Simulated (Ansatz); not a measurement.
SiC3:
```
SiC3
1.0
    2.78338     0.00000     0.00000
    0.00000     2.78338     0.00000
    0.00000     0.00000     4.09706
C Si
3 1
Direct
  0.00000   0.00000   0.00000
  0.00000   0.50000   0.78938
  0.50000   0.00000   0.21062
  0.50000   0.50000   0.50000
```

Relaxed with PBEsol.

Q: Decompose the optical modes at the zone centre into irreducible representations, and say which are infrared and Raman allowed.

A: Point group -42m: Γ_opt = A1 + 2B2 + 3E. Infrared: B2, E. Raman: A1, B2, E.

Q: Assign frequencies (DFPT, the program Ansatz at the PBEsol level (PAW); without the LO–TO term).

A: E 469, E 755, B2 820, E 926, A1 987, B2 1050 cm⁻¹.

Subscripts of B labels follow the axes of the standard setting.

Space group P-4m2. The start of the workflow was typed in or built on a structure type; neither database checked (COD, Materials Project) lists it. Whether it is the stable phase at ambient conditions was not checked. Symmetry was held in the PBEsol relaxation; whether a distortion lowers the energy is not shown. Its formation energy is positive at this level, so the cell may be metastable or incomplete.

Potentials: the earlier of the program's two PAW sets. The files were generated under PBE; for other functionals the program regenerates the frozen cores, and for LDA and PBEsol the local potential too.
